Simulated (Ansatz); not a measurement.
CuSn (NiAs type, P6_3/mmc) at seven volumes, the program Ansatz at the PBEsol level (PAW), shape and atoms relaxed at each. One row is withheld.

```tsv
V (Å³/atom)	P (GPa)
16.639	11.06
17.188	6.64
17.736	3.00
18.285	0.00
18.833	-2.50
19.382	-4.59
19.930	?
```

Q: Fit the shown pressures and predict the withheld one.

A: Third-order Birch–Murnaghan: P = (3/2)B₀(x^(7/2) − x^(5/2))[1 + (3/4)(B′ − 4)(x − 1)] with x = (V₀/V)^(2/3). Least squares on the six rows gives V₀ = 18.283 Å³/atom, B₀ = 91.50 GPa, B′ = 5.28. At V = 19.930, x = 0.9441 and P = -6.29 GPa. The run itself gave -6.34 GPa.

The first step of the workflow began from a Materials Project structure, measured or hypothetical; the Crystallography Open Database files this formula in space group No. 194, but the cells were not matched. Its standing as an ambient phase is unchecked. The PBEsol relaxation kept the symmetry of its start; whether a distortion lowers the energy is not shown. No spin polarisation was allowed. Scalar-relativistic: spin–orbit coupling is off unless named, which matters more the heavier the elements.

Potentials: the later of the program's two PAW sets.
